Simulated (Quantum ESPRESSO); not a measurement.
W3MoS5Se3, finding a planted mistake in a log

Computed values, not a measurement. The program is pw.x of Quantum ESPRESSO 7.5 (plane-wave density functional theory). The cell is made up: 12 atoms on a layered 2H lattice, with randomly drawn elements, strain and displacements, not relaxed. PseudoDojo standard norm-conserving files (v0.5 for PBE, v0.4.1 for LDA and PBEsol) set the functional; there is no spin polarisation, spin-orbit coupling or dispersion term, and the masses in the input are unused placeholders.

Intended input:

```
&control calculation='scf', pseudo_dir='./dojo.nc.sr.pbe.v0_5.standard.upf', outdir='./o', disk_io='low', tprnfor=.true., tstress=.true. /
&system ibrav=0, nat=12, ntyp=4, nbnd=73, ecutwfc=85.99341389, nosym=.true., tot_charge=0,
 occupations='smearing', smearing='fd', degauss=0.0018374661
/
&electrons conv_thr=7.350e-09, electron_maxstep=60, /
ATOMIC_SPECIES
Mo 1.0 Mo.upf
S 1.0 S.upf
Se 1.0 Se.upf
W 1.0 W.upf
CELL_PARAMETERS angstrom
3.3038 -0.0153 -0.0036
-0.0264 5.6477 0.0334
-0.0141 0.0766 13.1676
ATOMIC_POSITIONS angstrom
W -0.0174 1.8419 3.269
W 1.7149 0.9604 9.8939
W 1.626 4.7748 3.3168
Mo -0.0735 3.7485 9.9104
S -0.0725 1.9839 8.295
Se -0.0226 1.9737 11.544
S 1.554 0.8591 1.6119
S 1.5916 1.0445 4.8974
Se 1.6823 4.8499 8.2987
S 1.6178 4.7872 11.6486
Se -0.0687 3.7308 1.6933
S -0.079 3.7765 4.9497
K_POINTS automatic
7 4 2 1 1 1
```

The log is shortened where brackets say so; the opening notice, blank lines, dates and the lines on written files are dropped, and the path of the files is cut. It prints rydbergs, bohrs and kilobars, and counts compression as positive stress. Where no state is partly filled, the Fermi energy that it prints is only some level between the filled and the empty states on the mesh, and need not lie in the true gap.

Log of the intended run:

```
     Program PWSCF v.7.5
     Parallel version (MPI & OpenMP), running on       4 processor cores
     Number of MPI processes:                 4
     Threads/MPI process:                     1
     [start-up lines left out]
     bravais-lattice index     =            0
     lattice parameter (alat)  =       6.2433  a.u.
     unit-cell volume          =    1657.9208 (a.u.)^3
     number of atoms/cell      =           12
     number of atomic types    =            4
     number of electrons       =       134.00
     number of Kohn-Sham states=           73
     kinetic-energy cutoff     =      85.9934  Ry
     charge density cutoff     =     343.9737  Ry
     scf convergence threshold =      7.3E-09
     mixing beta               =       0.7000
     number of iterations used =            8  plain     mixing
     Exchange-correlation= PBE
                           (   1   4   3   4   0   0   0)
     [axes and pseudopotential details left out]
   Cartesian axes
     site n.     atom                  positions (alat units)
         1        W      tau(   1) = (  -0.0052666   0.5575032   0.9894555  )
         2        W      tau(   2) = (   0.5190631   0.2906923   2.9946692  )
         3        W      tau(   3) = (   0.4921550   1.4452285   1.0039235  )
         4        Mo     tau(   4) = (  -0.0222469   1.1345897   2.9996634  )
         5        S      tau(   5) = (  -0.0219442   0.6004835   2.5107168  )
         6        Se     tau(   6) = (  -0.0068405   0.5973962   3.4941187  )
         7        S      tau(   7) = (   0.4703621   0.2600310   0.4878872  )
         8        S      tau(   8) = (   0.4817428   0.3161475   1.4823369  )
         9        Se     tau(   9) = (   0.5091958   1.4679597   2.5118367  )
        10        S      tau(  10) = (   0.4896730   1.4489817   3.5257789  )
        11        Se     tau(  11) = (  -0.0207940   1.1292323   0.5125252  )
        12        S      tau(  12) = (  -0.0239116   1.1430647   1.4981670  )
     number of k points=    28  Fermi-Dirac smearing, width (Ry)=  0.0018
                       cart. coord. in units 2pi/alat
        k(    1) = (   0.0718358   0.0730904   0.0623784), wk =   0.0714286
        k(    2) = (   0.0717026   0.0738317  -0.0630794), wk =   0.0714286
     [further k points left out]
     Dense  grid:   178755 G-vectors     FFT dimensions: (  40,  64, 150)
     Estimated max dynamical RAM per process >     518.93 MB
     Estimated total dynamical RAM >       1.90 GB
     Initial potential from superposition of free atoms
     starting charge     133.9967, renormalised to     134.0000
     Starting wfcs are   87 randomized atomic wfcs
     total cpu time spent up to now is        5.8 secs
     per-process dynamical memory:   378.0 Mb
     Self-consistent Calculation
     iteration #  1     ecut=    85.99 Ry     beta= 0.70
     Davidson diagonalization with overlap
     ethr =  1.00E-02,  avg # of iterations =  2.0
     Threshold (ethr) on eigenvalues was too large:
     Diagonalizing with lowered threshold
     Davidson diagonalization with overlap
     ethr =  6.56E-04,  avg # of iterations =  2.0
     total cpu time spent up to now is       28.1 secs
     total energy              =   -1433.17597981 Ry
     estimated scf accuracy    <       0.89670321 Ry
     iteration #  2     ecut=    85.99 Ry     beta= 0.70
     Davidson diagonalization with overlap
     ethr =  6.69E-04,  avg # of iterations =  7.9
     total cpu time spent up to now is       45.9 secs
     total energy              =   -1432.11852572 Ry
     estimated scf accuracy    <      14.25344135 Ry
     [iterations 3 to 20 left out]
     iteration # 21     ecut=    85.99 Ry     beta= 0.70
     Davidson diagonalization with overlap
     ethr =  3.92E-11,  avg # of iterations =  4.2
     total cpu time spent up to now is      294.8 secs
     total energy              =   -1433.68124629 Ry
     estimated scf accuracy    <       0.00000001 Ry
     iteration # 22     ecut=    85.99 Ry     beta= 0.70
     Davidson diagonalization with overlap
     ethr =  1.11E-11,  avg # of iterations =  3.5
     total cpu time spent up to now is      305.5 secs
     End of self-consistent calculation
     [lines on levels left out]
     the Fermi energy is    10.9787 ev
!    total energy              =   -1433.68124629 Ry
     estimated scf accuracy    <          3.5E-09 Ry
     smearing contrib. (-TS)   =      -0.00000000 Ry
     internal energy E=F+TS    =   -1433.68124629 Ry
     The total energy is F=E-TS. E is the sum of the following terms:
     one-electron contribution =    -864.79587109 Ry
     hartree contribution      =     474.06313112 Ry
     xc contribution           =    -296.50064404 Ry
     ewald contribution        =    -746.44786228 Ry
     convergence has been achieved in  22 iterations
     Forces acting on atoms (cartesian axes, Ry/au):
     atom    1 type  4   force =    -0.03424428   -0.00904587    0.03623095
     atom    2 type  4   force =    -0.07151035    0.04370856    0.03220428
     atom    3 type  4   force =    -0.03385200   -0.02411194    0.06396723
     atom    4 type  1   force =     0.04753888    0.09780603    0.03629531
     atom    5 type  2   force =     0.03242881   -0.02030783    0.03091499
     atom    6 type  3   force =     0.02575466   -0.03991230    0.03736755
     atom    7 type  2   force =     0.02216280    0.03019895    0.05360904
     atom    8 type  2   force =     0.01562470   -0.02895741   -0.04784280
     atom    9 type  3   force =    -0.03149076   -0.06424301   -0.04504126
     atom   10 type  2   force =    -0.00315236   -0.01727524   -0.09467712
     atom   11 type  3   force =     0.01370826    0.02763233   -0.03189633
     atom   12 type  2   force =     0.01703166    0.00450772   -0.07113183
     Total force =     0.258980     Total SCF correction =     0.000253
     Computing stress (Cartesian axis) and pressure
          total   stress  (Ry/bohr**3)                   (kbar)     P=      -39.93
  -0.00040731   0.00003739   0.00003725          -59.92        5.50        5.48
   0.00003739  -0.00013235  -0.00010983            5.50      -19.47      -16.16
   0.00003725  -0.00010983  -0.00027464            5.48      -16.16      -40.40
     init_run     :      5.51s CPU      5.70s WALL (       1 calls)
     electrons    :    294.07s CPU    299.78s WALL (       1 calls)
     forces       :      2.33s CPU      2.39s WALL (       1 calls)
     stress       :      7.79s CPU      7.95s WALL (       1 calls)
     [timing details left out]
     PWSCF        :   5m 9.81s CPU   5m16.03s WALL
     JOB DONE.
```

A second run was made from an input with one planted mistake. Its log:

```
     Program PWSCF v.7.5
     Parallel version (MPI & OpenMP), running on       4 processor cores
     Number of MPI processes:                 4
     Threads/MPI process:                     1
     [start-up lines left out]
     bravais-lattice index     =            0
     lattice parameter (alat)  =       6.2433  a.u.
     unit-cell volume          =    1657.9208 (a.u.)^3
     number of atoms/cell      =           12
     number of atomic types    =            4
     number of electrons       =       135.00
     number of Kohn-Sham states=           74
     kinetic-energy cutoff     =      85.9934  Ry
     charge density cutoff     =     343.9737  Ry
     scf convergence threshold =      7.3E-09
     mixing beta               =       0.7000
     number of iterations used =            8  plain     mixing
     Exchange-correlation= PBE
                           (   1   4   3   4   0   0   0)
     [axes and pseudopotential details left out]
   Cartesian axes
     site n.     atom                  positions (alat units)
         1        W      tau(   1) = (  -0.0052666   0.5575032   0.9894555  )
         2        W      tau(   2) = (   0.5190631   0.2906923   2.9946692  )
         3        W      tau(   3) = (   0.4921550   1.4452285   1.0039235  )
         4        Mo     tau(   4) = (  -0.0222469   1.1345897   2.9996634  )
         5        S      tau(   5) = (  -0.0219442   0.6004835   2.5107168  )
         6        Se     tau(   6) = (  -0.0068405   0.5973962   3.4941187  )
         7        S      tau(   7) = (   0.4703621   0.2600310   0.4878872  )
         8        S      tau(   8) = (   0.4817428   0.3161475   1.4823369  )
         9        Se     tau(   9) = (   0.5091958   1.4679597   2.5118367  )
        10        S      tau(  10) = (   0.4896730   1.4489817   3.5257789  )
        11        Se     tau(  11) = (  -0.0207940   1.1292323   0.5125252  )
        12        S      tau(  12) = (  -0.0239116   1.1430647   1.4981670  )
     number of k points=    28  Fermi-Dirac smearing, width (Ry)=  0.0018
                       cart. coord. in units 2pi/alat
        k(    1) = (   0.0718358   0.0730904   0.0623784), wk =   0.0714286
        k(    2) = (   0.0717026   0.0738317  -0.0630794), wk =   0.0714286
     [further k points left out]
     Dense  grid:   178755 G-vectors     FFT dimensions: (  40,  64, 150)
     Estimated max dynamical RAM per process >     523.05 MB
     Estimated total dynamical RAM >       1.92 GB
     Initial potential from superposition of free atoms
     starting charge     133.9967, renormalised to     135.0000
     Starting wfcs are   87 randomized atomic wfcs
     total cpu time spent up to now is        5.8 secs
     per-process dynamical memory:   380.8 Mb
     Self-consistent Calculation
     iteration #  1     ecut=    85.99 Ry     beta= 0.70
     Davidson diagonalization with overlap
     ethr =  1.00E-02,  avg # of iterations =  2.0
     total cpu time spent up to now is       17.7 secs
     total energy              =   -1431.56561982 Ry
     estimated scf accuracy    <       1.80749611 Ry
     iteration #  2     ecut=    85.99 Ry     beta= 0.70
     Davidson diagonalization with overlap
     ethr =  1.34E-03,  avg # of iterations = 10.6
     total cpu time spent up to now is       38.8 secs
     total energy              =   -1424.66670340 Ry
     estimated scf accuracy    <     155.72789231 Ry
     [iterations 3 to 18 left out]
     iteration # 19     ecut=    85.99 Ry     beta= 0.70
     Davidson diagonalization with overlap
     ethr =  5.03E-11,  avg # of iterations =  2.9
     total cpu time spent up to now is      262.8 secs
     total energy              =   -1432.81383342 Ry
     estimated scf accuracy    <       0.00000002 Ry
     iteration # 20     ecut=    85.99 Ry     beta= 0.70
     Davidson diagonalization with overlap
     ethr =  1.63E-11,  avg # of iterations =  6.1
     total cpu time spent up to now is      275.3 secs
     End of self-consistent calculation
     [lines on levels left out]
     the Fermi energy is    11.9401 ev
!    total energy              =   -1432.81383342 Ry
     estimated scf accuracy    <          1.9E-09 Ry
     smearing contrib. (-TS)   =      -0.00121049 Ry
     internal energy E=F+TS    =   -1432.81262293 Ry
     The total energy is F=E-TS. E is the sum of the following terms:
     one-electron contribution =    -863.86579223 Ry
     hartree contribution      =     474.91070563 Ry
     xc contribution           =    -297.40967405 Ry
     ewald contribution        =    -746.44786228 Ry
     convergence has been achieved in  20 iterations
     Forces acting on atoms (cartesian axes, Ry/au):
     atom    1 type  4   force =    -0.02835312   -0.03382045    0.03884178
     atom    2 type  4   force =    -0.06127951    0.05856235    0.02762097
     atom    3 type  4   force =    -0.03386858    0.00207142    0.05931189
     atom    4 type  1   force =     0.03932630    0.08043875    0.02330640
     atom    5 type  2   force =     0.03073802   -0.02150746    0.02744695
     atom    6 type  3   force =     0.02500063   -0.04113707    0.04419793
     atom    7 type  2   force =     0.01957481    0.02890038    0.03887020
     atom    8 type  2   force =     0.01484190   -0.02468972   -0.03583800
     atom    9 type  3   force =    -0.03109407   -0.06325688   -0.05054488
     atom   10 type  2   force =    -0.00315414   -0.01310040   -0.07387686
     atom   11 type  3   force =     0.01259272    0.02587070   -0.03655314
     atom   12 type  2   force =     0.01567505    0.00166838   -0.06278323
     Total force =     0.235425     Total SCF correction =     0.000206
     Computing stress (Cartesian axis) and pressure
          total   stress  (Ry/bohr**3)                   (kbar)     P=       69.39
   0.00028804   0.00002608   0.00004123           42.37        3.84        6.07
   0.00002608   0.00058154  -0.00009550            3.84       85.55      -14.05
   0.00004123  -0.00009550   0.00054544            6.07      -14.05       80.24
     init_run     :      5.41s CPU      5.61s WALL (       1 calls)
     electrons    :    265.61s CPU    269.56s WALL (       1 calls)
     forces       :      2.31s CPU      2.35s WALL (       1 calls)
     stress       :      7.59s CPU      7.79s WALL (       1 calls)
     [timing details left out]
     PWSCF        :   4m41.11s CPU   4m45.59s WALL
     JOB DONE.
```

Question: what was wrong in the second input?

Answer: the cell has the wrong charge. The input lines that differ, file-writing options aside:

```
- &system ibrav=0, nat=12, ntyp=4, nbnd=73, ecutwfc=85.99341389, nosym=.true., tot_charge=0,
+ &system ibrav=0, nat=12, ntyp=4, nbnd=74, ecutwfc=85.99341389, nosym=.true., tot_charge=-1,
```

```
                                            intended run  run with the mistake
                          free energy (eV)    -19506.227            -19494.425
                    smearing term -TS (eV)        0.0000               -0.0165
                            pressure (GPa)         -3.99                  6.94
            largest force component (eV/Å)         2.515                 2.068
largest change of a force component (eV/Å)                               0.673
                                iterations            22                    20
```

For scale, a rerun of the intended cell at a cutoff of 1467 eV and k mesh 9 x 6 x 4 moved values by no more than 0.003 eV in energy, 0.03 GPa in stress and 0.006 eV/Å in force. The charged cell sits in a uniform background, so its energy and stress rest on the program's zero of potential. The number of bands, nbnd, was set by rule from the electron count and the smearing, so it follows the mistake.